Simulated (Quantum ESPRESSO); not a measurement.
pw.x input (Quantum ESPRESSO 7.5; PBEsol, PseudoDojo standard norm-conserving files, scalar-relativistic):

```
&CONTROL
  calculation = 'scf'
  pseudo_dir = './pseudo'
  outdir = './out'
  tprnfor = .true.
  tstress = .true.
/
&SYSTEM
  ibrav = 0
  nat = 3
  ntyp = 2
  ecutwfc = 84.0
  ecutrho = 336.0
  occupations = 'smearing'
  smearing = 'fd'
  degauss = 0.005
  nbnd = 12
/
&ELECTRONS
  conv_thr = 3e-10
/
ATOMIC_SPECIES
B 10.8100 B.upf
Mg 24.3050 Mg.upf
CELL_PARAMETERS angstrom
  3.062760015000   0.000000000000   0.000000000000
 -1.531380007000   2.652427979000   0.000000000000
  0.000000000000   0.000000000000   3.520870000000
ATOMIC_POSITIONS crystal
B   0.666666667000   0.333333333000   0.500000000000
B   0.333333333000   0.666666667000   0.500000000000
Mg   0.000000000000   0.000000000000   0.000000000000
K_POINTS automatic
18 18 12 0 0 0
```

End of the output:

```
     total energy              =    -130.38694356 Ry
     estimated scf accuracy    <       0.00000022 Ry
     total energy              =    -130.38694362 Ry
     estimated scf accuracy    <          7.3E-09 Ry
     total energy              =    -130.38694362 Ry
     estimated scf accuracy    <          5.0E-10 Ry
[...]
     the Fermi energy is     9.2740 ev
!    total energy              =    -130.38694362 Ry
     estimated scf accuracy    <          9.7E-12 Ry
     smearing contrib. (-TS)   =      -0.00074092 Ry
     internal energy E=F+TS    =    -130.38620270 Ry
     The total energy is F=E-TS. E is the sum of the following terms:
     one-electron contribution =     -76.05134495 Ry
     hartree contribution      =      40.45568118 Ry
     xc contribution           =     -20.56541870 Ry
     ewald contribution        =     -74.22512023 Ry
     convergence has been achieved in   8 iterations
     Forces acting on atoms (cartesian axes, Ry/au):
     atom    1 type  1   force =    -0.00000000    0.00000000    0.00000000
     atom    2 type  1   force =     0.00000000   -0.00000000    0.00000000
     atom    3 type  2   force =     0.00000000    0.00000000    0.00000000
     Total force =     0.000000     Total SCF correction =     0.000000
     Computing stress (Cartesian axis) and pressure
          total   stress  (Ry/bohr**3)                   (kbar)     P=       -2.42
   0.00002936  -0.00000000   0.00000000            4.32       -0.00        0.00
  -0.00000000   0.00002936  -0.00000000           -0.00        4.32       -0.00
   0.00000000  -0.00000000  -0.00010806            0.00       -0.00      -15.90
```

Geometry of the Materials Project entry, not relaxed at this level.
